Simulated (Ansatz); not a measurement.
NiBi3:
```yaml
crystal:
  lattice:
    - [4.73241, 0.00000, 0.00000]
    - [0.00000, 4.73241, 0.00000]
    - [0.00000, 0.00000, 4.73241]
  atoms:
    - { symbol: Bi, position: [0.00000, 0.50000, 0.50000] }
    - { symbol: Bi, position: [0.50000, 0.50000, 0.00000] }
    - { symbol: Bi, position: [0.50000, 0.00000, 0.50000] }
    - { symbol: Ni, position: [0.00000, 0.00000, 0.00000] }
```

Relaxed with PBE. Special points in fractions of this cell's reciprocal vectors: Γ (0.000, 0.000, 0.000); X (0.000, 0.500, 0.000); M (0.500, 0.500, 0.000); R (0.500, 0.500, 0.500).

List the band energies nearest the Fermi level at these points for PBE with spin–orbit coupling in the plane-wave PAW code Ansatz.

In eV from the Fermi level; about four levels below and three above (degenerate sets whole), none deeper than 8.9 eV; points with the same levels are listed once.

| k | below | above |
|---|---|---|
| Γ | -0.75 -0.75 -0.75 -0.75 -0.51 -0.51 | 0.76 0.76 0.76 0.76 |
| X | -0.43 -0.43 -0.14 -0.14 | 0.83 0.83 1.81 1.81 |
| M | -0.50 -0.50 -0.44 -0.44 | 0.37 0.37 0.54 0.54 |
| R | -0.63 -0.63 -0.63 -0.63 -0.61 -0.61 | 3.63 3.63 3.76 3.76 3.76 3.76 |

Space group Pm-3m (Cu3Au type). The cell is a constructed one: a structure type filled with these elements; neither database checked (COD, Materials Project) lists it. Its standing as an ambient phase is unchecked. Symmetry was held in the PBE relaxation; whether a distortion lowers the energy is not shown. The workflow began spin-polarised and lost its moments. The cell computed holds one magnetic atom, so no antiferromagnetic order was within reach.

Potentials: the earlier of the program's two PAW sets.
